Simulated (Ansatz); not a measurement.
B₂O₃:
```yaml
crystal:
  lattice:
    - [3.91322, -2.31195, 0.00000]
    - [3.91322, 2.31195, 0.00000]
    - [0.00000, 0.00000, 4.13440]
  atoms:
    - { symbol: B, position: [0.00631, 0.32394, 0.56769] }
    - { symbol: B, position: [0.99369, 0.67606, 0.06769] }
    - { symbol: B, position: [0.67606, 0.99369, 0.56769] }
    - { symbol: B, position: [0.32394, 0.00631, 0.06769] }
    - { symbol: O, position: [0.75515, 0.24485, 0.49997] }
    - { symbol: O, position: [0.24485, 0.75515, 0.99997] }
    - { symbol: O, position: [0.92091, 0.66030, 0.41862] }
    - { symbol: O, position: [0.07909, 0.33970, 0.91862] }
    - { symbol: O, position: [0.33970, 0.07909, 0.41862] }
    - { symbol: O, position: [0.66030, 0.92091, 0.91862] }
```

x, y and z are the axes in which the lattice vectors are written.

Question: Give the proper piezoelectric stress tensor with relaxed ions from the program Ansatz at the PBEsol level (PAW).

Answer: In C/m², rows x, y, z, Voigt columns; mesh uncertainty up to 0.00.
```
 0.00   0.00   0.00   0.00  -0.14   0.00
 0.00   0.00   0.00   0.69   0.00   0.00
 0.03   0.50  -0.65   0.00   0.00   0.00
```

The elastic tensor of the same run (GPa):

```json
[
 {"": "1", "1": "466", "2": "38.2", "3": "43.8", "4": "0.0", "5": "0.0", "6": "0.0"},
 {"": "2", "1": "38.2", "2": "309", "3": "36.6", "4": "0.0", "5": "0.0", "6": "0.0"},
 {"": "3", "1": "43.8", "2": "36.6", "3": "486", "4": "0.0", "5": "0.0", "6": "0.0"},
 {"": "4", "1": "0.0", "2": "0.0", "3": "0.0", "4": "178", "5": "0.0", "6": "0.0"},
 {"": "5", "1": "0.0", "2": "0.0", "3": "0.0", "4": "0.0", "5": "126", "6": "0.0"},
 {"": "6", "1": "0.0", "2": "0.0", "3": "0.0", "4": "0.0", "5": "0.0", "6": "139"}
]
```

Question: Convert to strain constants d = e·S.

Answer: In pC/N:
```
 0.0   0.0   0.0   0.0  -1.1   0.0
 0.0   0.0   0.0   3.9   0.0   0.0
 0.0   1.8  -1.5   0.0   0.0   0.0
```

Space group Cmc2_1. The first step of the workflow began from a Materials Project structure, measured or hypothetical; the Crystallography Open Database copy checked does not list it. COD files the formula under space group No. 144, 152. Whether it is the stable phase at ambient conditions was not checked. The PBEsol relaxation kept the symmetry of its start; its stability against distortions is not shown here. Signs of piezoelectric constants follow the polarity of the cell as given.

Potentials: the later of the program's two PAW sets.
